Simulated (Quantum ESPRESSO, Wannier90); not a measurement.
Wannier functions of GaP (zinc blende)

```yaml
crystal:
  lattice:
    - [0.00000, 2.72581, 2.72581]
    - [2.72581, 0.00000, 2.72581]
    - [2.72581, 2.72581, 0.00000]
  atoms:
    - { symbol: Ga, position: [0.00000, 0.00000, 0.00000] }
    - { symbol: P, position: [0.75000, 0.75000, 0.75000] }
```

Structure: Materials Project mp-2490, symmetrised, not relaxed again. COD (Crystallography Open Database) has an entry of this formula and space group (matched by these alone). Method: LDA plane waves in Quantum ESPRESSO 7.5 (PseudoDojo norm-conserving files, 64 Ry, no spin polarisation, no spin-orbit coupling), Bloch states on a 8×8×8 mesh through Γ, Wannier90 4.0.1. Density: 10×10×10 mesh, cold smearing 0.01 Ry.

Functional, cutoff and mesh named above are those of the base row (8×8×8); the first column says what each row takes instead. Model: 4 functions from bands 6-9, start SCDM (isolated) (the valence bands). Energies are relative to the valence-band maximum; the misfit is to pw.x on a path, for all bands of the set. Only the mesh of Bloch states changes. Ω_total can sit in another minimum from row to row; Ω_I of an isolated set cannot.

```json
[
 {"mesh": "3×3×3", "Ω_I (Å²)": "5.03", "Ω_total (Å²)": "5.59", "rms misfit (meV)": "277", "k-points (cost)": "27", "rough cost of nscf and overlaps (first row = 1)": "1.0"},
 {"mesh": "4×4×4", "Ω_I (Å²)": "…", "Ω_total (Å²)": "6.51", "rms misfit (meV)": "98", "k-points (cost)": "64", "rough cost of nscf and overlaps (first row = 1)": "2.1"},
 {"mesh": "5×5×5", "Ω_I (Å²)": "6.54", "Ω_total (Å²)": "7.13", "rms misfit (meV)": "76", "k-points (cost)": "125", "rough cost of nscf and overlaps (first row = 1)": "4"},
 {"mesh": "7×7×7", "Ω_I (Å²)": "7.29", "Ω_total (Å²)": "7.85", "rms misfit (meV)": "27", "k-points (cost)": "343", "rough cost of nscf and overlaps (first row = 1)": "9"},
 {"mesh": "8×8×8", "Ω_I (Å²)": "7.51", "Ω_total (Å²)": "8.06", "rms misfit (meV)": "15", "k-points (cost)": "512", "rough cost of nscf and overlaps (first row = 1)": "13"},
 {"mesh": "10×10×10", "Ω_I (Å²)": "7.80", "Ω_total (Å²)": "8.32", "rms misfit (meV)": "7.2", "k-points (cost)": "1000", "rough cost of nscf and overlaps (first row = 1)": "25"}
]
```

Q: What belongs in the gaps?

A: 
- 4×4×4, Ω_I (Å²): 5.91
